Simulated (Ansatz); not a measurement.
## TiGa3

**What was measured.** A cell as deposited of tetragonal TiGa3 (space group I4/mmm), temperature not stated, from the Crystallography Open Database (2003), has a, c = 3.795, 8.748 Å and 15.75 Å³/atom.

Computed with Ansatz (plane waves, PAW, 420 eV cutoff): PBEsol, scalar-relativistic, no spin polarisation, Γ-centred 12×12×12 mesh, 0.05 eV Gaussian smearing. The datasets are Ansatz's generated set soft_2.

```
Ti Ga
1.0
    -1.87294    1.87294    4.33722
     1.87294   -1.87294    4.33722
     1.87294    1.87294   -4.33722
Ti Ga
1 3
Direct
  0.00000 0.00000 0.00000
  0.50000 0.50000 0.00000
  0.75000 0.25000 0.50000
  0.25000 0.75000 0.50000
```

The chain of runs began from a cell as deposited in COD, expanded in volume.

The cell above was scaled in volume, and shape and atoms were relaxed at each volume within its symmetry. Energies are counted from the cell above.

```tsv
V (Å³/atom)	ΔE (meV/atom)	P (GPa)
14.61	9.2	5.1
14.91	2.2	2.4
15.21	0.0	0.0
15.52	2.1	-2.1
15.82	8.0	-4.0
```

Task: What do the points give for the equilibrium volume, the bulk modulus and its pressure derivative (third-order Birch–Murnaghan)?

Result: V0 = 15.21 Å³/atom, B0 = 113 GPa, B0′ = 4.6.

B0·V0 = 112.8 GPa × 15.21 Å³ = 10.71 eV/atom sets the scale: near the minimum ΔE ≈ ½ B0 V0 x², with x = V/V0 − 1, and a pressure of 1.1 GPa squeezes the volume by about 1 %. At the ends of the curve: x = −4.0 % predicts 8.6 meV/atom and the run gives 9.2; x = +4.0 % predicts 8.6 meV/atom and the run gives 8.0. Compression costs more and expansion less than the parabola says, since the crystal stiffens as it shrinks; B0′ measures that.

**Against experiment.** PBEsol gives 3.746, 8.674 Å and 15.21 Å³/atom, −3.4 % in volume (−1.1 % in length) from the database's cell. That is a large miss for PBEsol, or the entry is off. The run is a metal.
